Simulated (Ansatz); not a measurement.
A relaxed structure of KI is spoiled in several ways and relaxed again each time (noise and exchanges are one random draw each; pressure is positive under compression). All values below come from PBE (plane waves to 420 eV, PAW, scalar-relativistic; Ansatz, a quantum-chemistry and plane-wave program).

```cif
data_I4K4
_chemical_formula_sum 'I4 K4'
_space_group_name_H-M_alt 'Fm-3m'
_space_group_IT_number 225
_space_group_name_Hall '-F 4 2 3'
_cell_length_a 7.18126
_cell_length_b 7.18126
_cell_length_c 7.18126
_cell_angle_alpha 90.000
_cell_angle_beta 90.000
_cell_angle_gamma 90.000
loop_
_atom_site_label
_atom_site_type_symbol
_atom_site_symmetry_multiplicity
_atom_site_Wyckoff_symbol
_atom_site_fract_x
_atom_site_fract_y
_atom_site_fract_z
_atom_site_occupancy
I1 I 4 a 0.00000 0.00000 0.00000 1
K1 K 4 b 0.50000 0.50000 0.50000 1
```
(The calculation used a cell of 2 atoms; values per cell refer to that cell.)

| change | first pressure (GPa) | first V (Å³/atom) | released (eV/atom) | moves | outcome | final group | E − E(parent) (eV/atom) |
|---|---|---|---|---|---|---|---|
| with every coordinate shifted by Gaussian noise of σ = 0.45 Å | – | 46.29 | 1.9 | 9 | returns to the parent | Fm-3m | 0.000 |
| with every coordinate shifted by Gaussian noise of σ = 0.3 Å | 6.0 | 46.29 | 0.56 | 5 | returns to the parent | Fm-3m | 0.000 |
| deformed by the Cartesian strain tensor (xx, yy, zz, yz, xz, xy) = (-0.058, 0.039, -0.152, -0.063, -0.052, 0.069) | 4.9 | 37.95 | 0.22 | 10 | returns to the parent | Fm-3m | 0.000 |
| doubled along one cell vector, shaken by Gaussian noise of σ = 0.08 Å a coordinate | 0.1 | 46.29 | 0.006 | 2 | returns to the parent | Cm (nearly Fm-3m) | 0.000 |

First-step values come from each run's starting, coarser k-mesh (6×6×6, 6×6×5, 3×6×6). Each cell has its own k-point mesh; energy differences are given only to the digits this allows. No spin polarisation in the result.
